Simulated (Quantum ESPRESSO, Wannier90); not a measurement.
## PtSe₂ (CdI2 type), plane waves to Wannier functions

Cell from Materials Project (mp-1115), symmetrised, no further relaxation. COD (Crystallography Open Database) has an entry of this formula and space group (matched by these alone). Method: PBEsol plane waves in Quantum ESPRESSO 7.5 (PseudoDojo norm-conserving files, 69 Ry, spinors with spin-orbit coupling), Bloch states on a 6×6×4 mesh through Γ, Wannier90 4.0.1. Density: 12×12×6 mesh, Gaussian smearing 0.01 Ry. The cell is built of weakly bound layers, chains or molecules, whose nearest atoms lie 3.85 Å apart. Database cells relaxed without dispersion often hold them too far apart, which can enlarge gaps and weakens couplings between them; spacing and stacking were not compared with the measured crystal.

On the energy scale of pw.x, whose zero is arbitrary, the valence-band maximum lies at 10.92 eV.

Input w.win:

```
num_bands = 37
num_wann = 22
exclude_bands = 1-32,70-74
spinors = true
num_iter = 400
conv_tol = 1.0e-6
conv_window = 4
dis_num_iter = 600
dis_conv_tol = 1.0e-6
dis_froz_max = 12.76
write_hr = true
write_u_matrices = true
begin projections
f=-0.00525,-0.00931,0.00687: d
f=-0.32972,0.34355,-0.21899: p
f=0.33386,-0.32097,0.22913: p
end projections
begin unit_cell_cart
ang
    3.7173100460    0.0000000000    0.0000000000
   -1.8586550230    3.2192849336    0.0000000000
    0.0000000000    0.0000000000    5.8200700000
end unit_cell_cart
begin atoms_frac
Pt   0.0000000000  0.0000000000  0.0000000000
Se  -0.3333333333  0.3333333333 -0.2253900000
Se   0.3333333333 -0.3333333333  0.2253900000
end atoms_frac
mp_grid = 6 6 4
begin kpoints
0.0000000000 0.0000000000 0.0000000000
0.0000000000 0.0000000000 0.2500000000
0.0000000000 0.0000000000 0.5000000000
... (141 more lines: the 6x6x4 mesh through Gamma)
end kpoints
```

Input of pw2wannier90.x that gives the overlap and projection files (equivalent; here they were cut from one run over all bands):

```
&inputpp
  outdir = './out'
  prefix = 'pwscf'
  seedname = 'w'
  write_amn = .true.
  write_mmn = .true.
/
```

Output w.wout (banner and timings cut):

```
                                    ------
                                    SYSTEM
                                    ------

                              Lattice Vectors (Ang)
                    a_1     3.717310   0.000000   0.000000
                    a_2    -1.858655   3.219285   0.000000
                    a_3     0.000000   0.000000   5.820070

                   Unit Cell Volume:      69.64924  (Ang^3)

                        Reciprocal-Space Vectors (Ang^-1)
                    b_1     1.690251   0.975867  -0.000000
                    b_2     0.000000   1.951733   0.000000
                    b_3     0.000000  -0.000000   1.079572

 *----------------------------------------------------------------------------*
 |   Site       Fractional Coordinate          Cartesian Coordinate (Ang)     |
 +----------------------------------------------------------------------------+
 | pt   1   0.00000   0.00000   0.00000   |    0.00000   0.00000   0.00000    |
 | se   1  -0.33333   0.33333  -0.22539   |   -1.85866   1.07309  -1.31179    |
 | se   2   0.33333  -0.33333   0.22539   |    1.85866  -1.07309   1.31179    |
 *----------------------------------------------------------------------------*
                                ------------
                                K-POINT GRID
                                ------------

             Grid size =  6 x  6 x  4      Total points =  144

 *---------------------------------- MAIN ------------------------------------*
 |  Number of Wannier Functions               :                22             |
 |  Number of Objective Wannier Functions     :                22             |
 |  Number of input Bloch states              :                37             |
 |  Output verbosity (1=low, 5=high)          :                 1             |
 |  Timing Level (1=low, 5=high)              :                 1             |
 |  Optimisation (0=memory, 3=speed)          :                 3             |
 |  Length Unit                               :               Ang             |
 |  Post-processing setup (write *.nnkp)      :                 F             |
 |  Using Gamma-only branch of algorithms     :                 F             |
 *----------------------------------------------------------------------------*
 *------------------------------- WANNIERISE ---------------------------------*
 |  Total number of iterations                :               400             |
 |  Number of CG steps before reset           :                 5             |
 |  Trial step length for line search         :             2.000             |
 |  Convergence tolerence                     :         0.100E-05             |
 |  Convergence window                        :                 4             |
 |  Iterations between writing output         :                 1             |
 |  Iterations between backing up to disk     :               100             |
 |  Write r^2_nm to file                      :                 F             |
 |  Write xyz WF centres to file              :                 F             |
 |  Write on-site energies <0n|H|0n> to file  :                 F             |
 |  Use guiding centre to control phases      :                 F             |
 |  Use phases for initial projections        :                 F             |
 *----------------------------------------------------------------------------*
 *------------------------------- DISENTANGLE --------------------------------*
 |  Using band disentanglement                :                 T             |
 |  Total number of iterations                :               600             |
 |  Mixing ratio                              :             0.500             |
 |  Convergence tolerence                     :         1.000E-06             |
 |  Convergence window                        :                 3             |
 *----------------------------------------------------------------------------*
 *-------------------------------- PLOTTING ----------------------------------*
 |  Plotting Hamiltonian in WF basis          :                 T             |
 *----------------------------------------------------------------------------*

 *---------------------------------- K-MESH ----------------------------------*
 +----------------------------------------------------------------------------+
 |                    Distance to Nearest-Neighbour Shells                    |
 |                    ------------------------------------                    |
 |          Shell             Distance (Ang^-1)          Multiplicity         |
 |          -----             -----------------          ------------         |
 |             1                   0.269893                      2            |
 |             2                   0.325289                      6            |
 |             3                   0.422676                     12            |
 |             4                   0.539786                      2            |
 |             5                   0.563417                      6            |
 |             6                   0.624725                     12            |
 |             7                   0.630224                     12            |
 |             8                   0.650578                      6            |
       ... (lines left out)
 +----------------------------------------------------------------------------+
 | The b-vectors are chosen automatically                                     |
 | The following shells are used:                       1,  2                 |
 +----------------------------------------------------------------------------+
 |                        Shell   # Nearest-Neighbours                        |
 |                        -----   --------------------                        |
 |                          1               2                                 |
 |                          2               6                                 |
 +----------------------------------------------------------------------------+
 | Completeness relation is fully satisfied [Eq. (B1), PRB 56, 12847 (1997)]  |
 +----------------------------------------------------------------------------+
 |                  b_k Vectors (Ang^-1) and Weights (Ang^2)                  |
 |                  ----------------------------------------                  |
 |            No.         b_k(x)      b_k(y)      b_k(z)        w_b           |
 |            ---        --------------------------------     --------        |
 |             1         0.000000    0.000000    0.269893     6.864148        |
 |             2         0.000000    0.000000   -0.269893     6.864148        |
 |             3         0.000000    0.325289    0.000000     3.150216        |
 |             4         0.281708    0.162644    0.000000     3.150216        |
 |             5         0.000000   -0.325289    0.000000     3.150216        |
 |             6         0.281708   -0.162644    0.000000     3.150216        |
 |             7        -0.281708   -0.162644    0.000000     3.150216        |
 |             8        -0.281708    0.162644    0.000000     3.150216        |
 +----------------------------------------------------------------------------+
 |                           b_k Directions (Ang^-1)                          |
 |                           -----------------------                          |
 |            No.           x           y           z                         |
 |            ---        --------------------------------                     |
 |             1         0.000000    0.000000    0.269893                     |
 |             2         0.000000    0.325289    0.000000                     |
 |             3         0.281708    0.162644    0.000000                     |
 |             4         0.281708   -0.162644    0.000000                     |
 +----------------------------------------------------------------------------+

 Starting a new Wannier90 calculation ...

 Reading overlaps from w.mmn

 Reading projections from w.amn

 *------------------------------- DISENTANGLE --------------------------------*
 +----------------------------------------------------------------------------+
 |                              Energy  Windows                               |
 |                              ---------------                               |
 |                   Outer:    3.95159  to   24.93041  (eV)                   |
 |                   Inner:    3.95159  to   12.76000  (eV)                   |
 +----------------------------------------------------------------------------+
   Number of target bands to extract:   22

                   Unitarised projection of Wannier functions
                   ------------------------------------------
   A_mn = <psi_m|g_n> --> S = A.A^+ --> U = S^-1/2.A
   In dis_project... done
   Using an inner window (linner = T)
   In dis_proj_froz... done

                   Extraction of optimally-connected subspace
                   ------------------------------------------
 +---------------------------------------------------------------------+<-- DIS
 |  Iter     Omega_I(i-1)      Omega_I(i)      Delta (frac.)           |<-- DIS
 +---------------------------------------------------------------------+<-- DIS
       1      36.33533590      36.21087275       3.437E-03    <-- DIS
       2      36.17329729      36.19857804      -6.984E-04    <-- DIS
       3      36.18207423      36.19327752      -3.095E-04    <-- DIS
       4      36.18514786      36.19068630      -1.530E-04    <-- DIS
       5      36.18630271      36.18936232      -8.454E-05    <-- DIS
       6      36.18681232      36.18866876      -5.130E-05    <-- DIS
       ... (lines left out)
      17      36.18779734      36.18782965      -8.929E-07    <-- DIS
      18      36.18780603      36.18782852      -6.215E-07    <-- DIS
      19      36.18781217      36.18782781      -4.322E-07    <-- DIS

             <<<      Delta < 1.000E-06  over  3 iterations     >>>
             <<< Disentanglement convergence criteria satisfied >>>

        Final Omega_I    36.18782781 (Ang^2)

 +----------------------------------------------------------------------------+

 Writing checkpoint file w.chk... done

 *------------------------------- WANNIERISE ---------------------------------*
 +--------------------------------------------------------------------+<-- CONV
 | Iter  Delta Spread     RMS Gradient      Spread (Ang^2)            |<-- CONV
 +--------------------------------------------------------------------+<-- CONV

 ------------------------------------------------------------------------------
 Initial State
  WF centre and spread    1  (  0.000036, -0.000482,  0.000447 )     1.03751001
  WF centre and spread    2  (  0.000036, -0.000482,  0.000447 )     1.03751960
  WF centre and spread    3  ( -0.000611, -0.000134,  0.000336 )     1.18601682
  WF centre and spread    4  ( -0.000612, -0.000131,  0.000335 )     1.18593657
  WF centre and spread    5  ( -0.000138,  0.000626,  0.002707 )     1.18640210
  WF centre and spread    6  ( -0.000137,  0.000626,  0.002707 )     1.18625672
  WF centre and spread    7  ( -0.000047,  0.000876,  0.000281 )     1.23886455
  WF centre and spread    8  ( -0.000047,  0.000877,  0.000280 )     1.23900166
  WF centre and spread    9  ( -0.000248, -0.001833,  0.000735 )     1.23920154
  WF centre and spread   10  ( -0.000247, -0.001834,  0.000732 )     1.23920247
  WF centre and spread   11  ( -1.858700,  1.073759, -1.383554 )     2.16896180
  WF centre and spread   12  ( -1.858706,  1.073762, -1.383553 )     2.16894291
  WF centre and spread   13  ( -1.858644,  1.002773, -1.200311 )     2.27945924
  WF centre and spread   14  ( -1.858637,  1.002767, -1.200334 )     2.27938681
  WF centre and spread   15  ( -1.858609,  1.146658, -1.199373 )     2.27923896
  WF centre and spread   16  ( -1.858582,  1.146757, -1.199444 )     2.27921720
  WF centre and spread   17  (  1.858571, -1.072340,  1.384623 )     2.17888424
  WF centre and spread   18  (  1.858578, -1.072343,  1.384622 )     2.17886764
  WF centre and spread   19  (  1.858734, -1.000104,  1.197790 )     2.31565284
  WF centre and spread   20  (  1.858732, -1.000091,  1.197807 )     2.31556981
  WF centre and spread   21  (  1.858497, -1.147275,  1.198972 )     2.31813234
  WF centre and spread   22  (  1.858474, -1.147376,  1.199040 )     2.31811840
  Sum of centres and spreads ( -0.002306,  0.005057,  0.005293 )    38.85634422

      0     0.389E+02     0.0000000000       38.8563441951  <-- CONV
        O_D=      0.0476893 O_OD=      2.6208271 O_TOT=     38.8563442 <-- SPRD
 ------------------------------------------------------------------------------
      1    -0.278E+00     0.4177297531       38.5780255321  <-- CONV
        O_D=      0.0421146 O_OD=      2.3480831 O_TOT=     38.5780255 <-- SPRD
      2    -0.235E+00     0.4324592181       38.3426775474  <-- CONV
        O_D=      0.0384096 O_OD=      2.1164401 O_TOT=     38.3426775 <-- SPRD
      3    -0.115E+00     0.3481477228       38.2281774881  <-- CONV
        O_D=      0.0340351 O_OD=      2.0063146 O_TOT=     38.2281775 <-- SPRD
      4    -0.334E-01     0.2118227998       38.1948204602  <-- CONV
        O_D=      0.0320279 O_OD=      1.9749647 O_TOT=     38.1948205 <-- SPRD
      5    -0.107E-01     0.1135151135       38.1841646866  <-- CONV
        O_D=      0.0303290 O_OD=      1.9660078 O_TOT=     38.1841647 <-- SPRD
       ... (lines left out)
    100    -0.349E-05     0.0017313799       38.1771752709  <-- CONV
        O_D=      0.0290823 O_OD=      1.9602652 O_TOT=     38.1771753 <-- SPRD
       ... (lines left out)
    174    -0.934E-06     0.0007998849       38.1770431372  <-- CONV
        O_D=      0.0290720 O_OD=      1.9601433 O_TOT=     38.1770431 <-- SPRD
    175    -0.906E-06     0.0013061580       38.1770422308  <-- CONV
        O_D=      0.0290717 O_OD=      1.9601427 O_TOT=     38.1770422 <-- SPRD
    176    -0.853E-06     0.0007842358       38.1770413775  <-- CONV
        O_D=      0.0290709 O_OD=      1.9601427 O_TOT=     38.1770414 <-- SPRD
             <<<     Delta < 1.000E-06  over  4 iterations     >>>
             <<< Wannierisation convergence criteria satisfied >>>
 Final State
  WF centre and spread    1  (  0.000000, -0.000001, -0.000001 )     1.04727988
  WF centre and spread    2  (  0.000000, -0.000001, -0.000000 )     1.04728861
  WF centre and spread    3  ( -0.000009,  0.000001, -0.000005 )     1.25415380
  WF centre and spread    4  ( -0.000009,  0.000005, -0.000007 )     1.25405638
  WF centre and spread    5  (  0.000001,  0.000016,  0.000018 )     1.25393521
  WF centre and spread    6  (  0.000002,  0.000016,  0.000018 )     1.25375963
  WF centre and spread    7  ( -0.000010,  0.000016,  0.000001 )     1.29593565
  WF centre and spread    8  ( -0.000011,  0.000016,  0.000000 )     1.29607356
  WF centre and spread    9  (  0.000005,  0.000003, -0.000002 )     1.29592835
  WF centre and spread   10  (  0.000007,  0.000002, -0.000005 )     1.29591803
  WF centre and spread   11  ( -1.858651,  1.073128, -1.393464 )     2.08862562
  WF centre and spread   12  ( -1.858659,  1.073127, -1.393464 )     2.08860584
  WF centre and spread   13  ( -1.858676,  1.000659, -1.200240 )     2.19054952
  WF centre and spread   14  ( -1.858674,  1.000648, -1.200259 )     2.19049313
  WF centre and spread   15  ( -1.858679,  1.147370, -1.200277 )     2.19157501
  WF centre and spread   16  ( -1.858649,  1.147463, -1.200345 )     2.19153135
  WF centre and spread   17  (  1.858650, -1.073129,  1.393463 )     2.08862817
  WF centre and spread   18  (  1.858658, -1.073128,  1.393463 )     2.08860849
  WF centre and spread   19  (  1.858620, -1.000651,  1.200240 )     2.19058742
  WF centre and spread   20  (  1.858621, -1.000632,  1.200253 )     2.19051589
  WF centre and spread   21  (  1.858666, -1.147252,  1.200307 )     2.19151808
  WF centre and spread   22  (  1.858642, -1.147344,  1.200371 )     2.19147376
  Sum of centres and spreads ( -0.000153,  0.000332,  0.000066 )    38.17704140

         Spreads (Ang^2)       Omega I      =    36.187827812
        ================       Omega D      =     0.029070881
                               Omega OD     =     1.960142684
    Final Spread (Ang^2)       Omega Total  =    38.177041377
```
